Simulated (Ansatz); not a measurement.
Input:

HfSiO$_{4}$:
```
HfSiO4
1.0
   -3.29103     3.29103     2.98562
    3.29103    -3.29103     2.98562
    3.29103     3.29103    -2.98562
O Si Hf
8 2 2
Direct
  0.13525   0.31988   0.81537
  0.61475   0.93012   0.68463
  0.24549   0.93012   0.31537
  0.50451   0.31988   0.18463
  0.68012   0.86475   0.18463
  0.06988   0.75451   0.68463
  0.06988   0.38525   0.31537
  0.68012   0.49549   0.81537
  0.50000   0.50000   0.00000
  0.25000   0.75000   0.50000
  0.75000   0.25000   0.50000
  0.00000   0.00000   0.00000
```

This is the r²SCAN-relaxed structure. Tensor components refer to the Cartesian frame of this cell.

Task: All from the program Ansatz at the r²SCAN level (PAW), unless another level is named. Estimate the band gap.

Result: 6.00 eV (indirect).

Task: And the electron effective mass?

Result: 1.3, 7.9, 25 mₑ (principal values).

Task: What about the gap with spin–orbit coupling?

Result: 5.99 eV.

Task: And the hole effective mass?

Result: 1.6 along x (mₑ).

Task: Predict the weight of the conduction-edge state by species (Voronoi cells).

Result: Hf 62 %, O 32 %, Si 6 %.

Space group I4_1/amd. The r²SCAN relaxation kept the symmetry of its start. The run is not spin-polarised. Spin–orbit coupling is left out wherever it is not named.

Potentials: the later of the program's two PAW sets.
